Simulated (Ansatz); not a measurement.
Hf$_{3}$N$_{2}$ in space group R-3m (No. 166; Hf on 6c, Hf on 3a, N on 6c), plane-wave PAW PBE (Ansatz code), all energies at zero smearing, with the estimated change up to a 700 eV cutoff added, with one set of potentials and settings (totals compare only within such a set). Cell of 5 atoms (3 Hf, 2 N): -47939.158 eV.

```
element                reference phase  E (eV/atom)
-------  -----------------------------  -----------
Hf       P6_3/mmc, 2 atoms in the cell  -15721.3637
N            Pa-3, 8 atoms in the cell    -384.0325
```

Formation energy per atom, worked out: (-47939.158 − 3×(-15721.3637) − 2×(-384.0325))/5 = -1.400 eV/atom (-135 kJ per mol of atoms), at 0 K, without zero-point energy or fitted corrections.

The first step of the workflow began from a Materials Project structure, measured or hypothetical; the Crystallography Open Database copy checked does not list it. Whether it is the stable phase at ambient conditions was not checked. The PBE relaxation kept the symmetry of its start; whether a distortion lowers the energy is not shown. No spin polarisation was allowed. The references are the lowest solids computed at this level, not always the standard phases (solids in place of the gases). Scalar-relativistic: spin–orbit coupling is off unless named, which matters more the heavier the elements.

Potentials: the later of the program's two PAW sets.
